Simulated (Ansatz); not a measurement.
# A trial form of YMg₂MnC₆N₆

Theory: DFT PBE, scalar-relativistic, plane waves, PAW in Ansatz. Cutoff 420 eV, Gaussian smearing, Γ-centred meshes. Cell and atoms relax first on a coarse mesh and then on a finer one. In between, the cell is made exact in the group found at 0.06 Å. In metals the finer mesh still leaves noise of several meV/atom or more. The steps can't lower the symmetry of their start. Collinear spin, starting moments Mn 4.0 μB.

The cell of YMg₂MnC₆N₆ is invented: cyanide-bridged rock-salt net of two metals, 2 guest cations a cell (Fm-3m, No. 225). Its size is a rough estimate.

```
CELL_PARAMETERS angstrom
0.00000 5.31800 5.31800
5.31800 0.00000 5.31800
5.31800 5.31800 0.00000
ATOMIC_POSITIONS crystal
Y 0.50000 0.50000 0.50000
Mg 0.25000 0.25000 0.25000
Mg 0.75000 0.75000 0.75000
Mn 0.00000 0.00000 0.00000
C 0.81779 0.18221 0.18221
C 0.18221 0.81779 0.18221
C 0.18221 0.18221 0.81779
C 0.18221 0.81779 0.81779
C 0.81779 0.18221 0.81779
C 0.81779 0.81779 0.18221
N 0.70778 0.29222 0.29222
N 0.29222 0.70778 0.29222
N 0.29222 0.29222 0.70778
N 0.29222 0.70778 0.70778
N 0.70778 0.29222 0.70778
N 0.70778 0.70778 0.29222
```

Energies over the elements count from the elements' standard structures at the same level (N₂ as a molecule), with no fitted energy shifts.

Task: Where does the relaxation end?

Result: The symmetry stays Fm-3m (No. 225). The volume per atom grows by 5.7 %, from 18.8 to 19.9 Å³. The shortest distance goes from 1.17 Å (C–N) to 1.19 Å (C–N). Conventional cell: a = 10.834 Å. Around Y lie 6 N at 2.34 Å; around Mg lie 12 N at 3.85 Å and 12 C at 3.92 Å (long contacts); Mn is surrounded by 6 C at 1.89 Å; around C lie 1 N at 1.19 Å, 1 Mn at 1.89 Å, 4 C at 2.67 Å, 1 Y at 3.53 Å, 4 N at 3.61 Å, 1 C at 3.78 Å and 4 Mg at 3.92 Å; around N lie 1 C at 1.19 Å, 1 Y at 2.34 Å, 1 Mn at 3.08 Å, 4 N at 3.31 Å, 4 C at 3.61 Å and 4 Mg at 3.85 Å.

```cif
data_structure
_symmetry_space_group_name_H-M 'Fm-3m'
_symmetry_Int_Tables_number 225
_cell_length_a 10.8337
_cell_length_b 10.8337
_cell_length_c 10.8337
_cell_angle_alpha 90.000
_cell_angle_beta 90.000
_cell_angle_gamma 90.000
_cell_volume 1271.55
loop_
_atom_site_label
_atom_site_type_symbol
_atom_site_symmetry_multiplicity
_atom_site_Wyckoff_symbol
_atom_site_fract_x
_atom_site_fract_y
_atom_site_fract_z
_atom_site_occupancy
Y1 Y 4 b 0.50000 0.00000 0.00000 1
Mg1 Mg 8 c 0.25000 0.75000 0.75000 1
Mn1 Mn 4 a 0.00000 0.00000 0.00000 1
C1 C 24 e 0.17445 0.00000 0.00000 1
N1 N 24 e 0.28394 0.00000 0.00000 1
```

Task: How does it come out in energy, and is it a metal?

Result: The energy over the elements is +0.07 eV/atom. The gap on the 6×6×6 mesh of the 16-atom cell is 0 eV (a metal), the net moment per atom is 0.12 μB and the moment by site is Mg 0.6 (×2); Mn 0.3 μB.

A positive value: parting into the elements would lower its energy.

The last run used collinear spin and Gaussian smearing of 0.10 eV. The reference form of C is held partly by dispersion forces, which this level lacks. Another magnetic order may lie lower. A structure relaxed within its symmetry needn't be a true minimum. Site moments count only spheres around the atoms; the net moment includes the space between them.
